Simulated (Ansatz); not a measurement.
KSO₃F: ³³S NMR of the central transition

Cell: a Materials Project structure (computed, not necessarily an observed phase), atoms as given.

Space group Pnma (No. 62); a = 8.8225, b = 6.0408, c = 7.5561 Å.

```csv
site,Wyckoff,site symmetry,x,y,z
K,4c,.m.,0.6775,0.2500,0.3416
S,4c,.m.,0.5557,0.2500,0.8005
O9,8d,1,0.5838,0.0472,0.7022
O17,4c,.m.,0.4229,0.2500,0.9120
F,4c,.m.,0.6969,0.2500,0.9458
```

One atom of each set is listed.

Computed with Ansatz: DFT, r2SCAN, plane waves and PAW, scalar-relativistic, 500 eV cutoff, Γ-centred 3×4×3 k-points, Fermi–Dirac smearing 0.02 eV.

³³S has I = 3/2 and Q = -69.40 mb (Pyykkö 2018); at 23.5 T its Larmor frequency is ν₀ = 76.9 MHz. Only the quadrupole interaction is simulated: positions count from each site's isotropic chemical shift, and shift anisotropy, dipolar and J coupling are left out.

**Question.** Simulate the second-order pattern (static powder, Gaussian broadening 10 kHz) of site S (3 O at 1.44–1.45 Å, 1 F at 1.66 Å).

**Answer.** The calculation gives C_Q = -16.9 MHz and η = 0.05, so ν_Q = 8.43 MHz and the centre of gravity lies at -1202 ppm (-92.5 kHz).

```json
{"offset (kHz)": "-354.5", "height": "0"}
{"offset (kHz)": "-336.3", "height": "2"}
{"offset (kHz)": "-318.0", "height": "56"}
{"offset (kHz)": "-299.8", "height": "100"}
{"offset (kHz)": "-281.6", "height": "87"}
{"offset (kHz)": "-263.4", "height": "61"}
{"offset (kHz)": "-245.2", "height": "51"}
{"offset (kHz)": "-227.0", "height": "45"}
{"offset (kHz)": "-208.8", "height": "42"}
{"offset (kHz)": "-190.6", "height": "39"}
{"offset (kHz)": "-172.3", "height": "37"}
{"offset (kHz)": "-154.1", "height": "35"}
{"offset (kHz)": "-135.9", "height": "34"}
{"offset (kHz)": "-117.7", "height": "33"}
{"offset (kHz)": "-99.5", "height": "33"}
{"offset (kHz)": "-81.3", "height": "32"}
{"offset (kHz)": "-63.1", "height": "32"}
{"offset (kHz)": "-44.8", "height": "32"}
{"offset (kHz)": "-26.6", "height": "32"}
{"offset (kHz)": "-8.4", "height": "31"}
{"offset (kHz)": "9.8", "height": "25"}
{"offset (kHz)": "28.0", "height": "25"}
{"offset (kHz)": "46.2", "height": "27"}
{"offset (kHz)": "64.4", "height": "28"}
{"offset (kHz)": "82.6", "height": "30"}
{"offset (kHz)": "100.9", "height": "34"}
{"offset (kHz)": "119.1", "height": "38"}
{"offset (kHz)": "137.3", "height": "47"}
{"offset (kHz)": "155.5", "height": "72"}
{"offset (kHz)": "173.7", "height": "77"}
{"offset (kHz)": "191.9", "height": "2"}
{"offset (kHz)": "210.1", "height": "0"}
```

The largest force is 0.6 eV/Å, so the atoms aren't at the calculated equilibrium and relaxing them would move these values.
